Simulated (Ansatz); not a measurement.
Bi₂Pd:
```cif
data_Bi4Pd2
_chemical_formula_sum 'Pd2 Bi4'
_space_group_name_H-M_alt 'I4/mmm'
_space_group_IT_number 139
_space_group_name_Hall '-I 4 2'
_cell_length_a 3.38326
_cell_length_b 3.38326
_cell_length_c 13.22626
_cell_angle_alpha 90.000
_cell_angle_beta 90.000
_cell_angle_gamma 90.000
loop_
_atom_site_label
_atom_site_type_symbol
_atom_site_symmetry_multiplicity
_atom_site_Wyckoff_symbol
_atom_site_fract_x
_atom_site_fract_y
_atom_site_fract_z
_atom_site_occupancy
Pd1 Pd 2 a 0.00000 0.00000 0.00000 1
Bi1 Bi 4 e 0.00000 0.00000 0.36708 1
```
(The calculation used a cell of 3 atoms; values per cell refer to that cell.)

Relaxed at zero pressure with plane-wave PAW r²SCAN (Ansatz code).

**Question.** The volume is raised by 3 % and shape and atoms relax at that volume. What pressure results, and how do the axes share the change?

**Answer.** -1.3 GPa; a 0.6 %, b 0.6 %, c 1.8 %; the energy rises by 3 meV/atom.

**Question.** Give the new structure.

**Answer.** 
Space group I4/mmm (No. 139); a = b = 3.402 Å, c = 13.470 Å, α = β = γ = 90.00°

| atom | site | symmetry | x | y | z |
|---|---|---|---|---|---|
| Pd | 2a | 4/mmm | 0.0000 | 0.0000 | 0.0000 |
| Bi | 4e | 4mm | 0.0000 | 0.0000 | 0.3698 |

The phase is kept; no other phase was compared at this pressure.

The workflow started from an entry of the Crystallography Open Database (COD), which files this formula under 2 space groups. Whether it is the stable phase at ambient conditions was not checked. The r²SCAN relaxation kept the symmetry of its start; whether a distortion lowers the energy is not shown. No spin polarisation was allowed. Axis ratios of metals converge slowly with the k-mesh, so a and c are less sure than the volume. Scalar-relativistic: spin–orbit coupling is off unless named, which matters more the heavier the elements.

Potentials: the later of the program's two PAW sets.
